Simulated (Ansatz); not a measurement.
BeS in space group P4_2/mmc (No. 131; Be on 2c, S on 2e), PBE in the plane-wave PAW code Ansatz, all energies at zero smearing, with the estimated change up to a 700 eV cutoff added, with one set of potentials and settings (totals compare only within such a set). Cell of 4 atoms (2 Be, 2 S): -1990.764 eV.

```csv
element,reference phase,E (eV/atom)
Be,"P6_3/mmc, 2 atoms in the cell",-92.7620
S,"Fddd, 32 atoms in the cell",-902.0599
```

Formation energy per atom, worked out: (-1990.764 − 2×(-92.7620) − 2×(-902.0599))/4 = -0.280 eV/atom (-27 kJ per mol of atoms), at 0 K, without zero-point energy or fitted corrections.

The cell is a constructed one: a structure type filled with these elements; neither database checked (COD, Materials Project) lists it. COD files the formula under space group No. 216, so this cell is another polymorph or a model. Its standing as an ambient phase is unchecked. The PBE relaxation kept the symmetry of its start; whether a distortion lowers the energy is not shown. The references are the lowest solids computed at this level, not always the standard phases.

Potentials: the later of the program's two PAW sets.
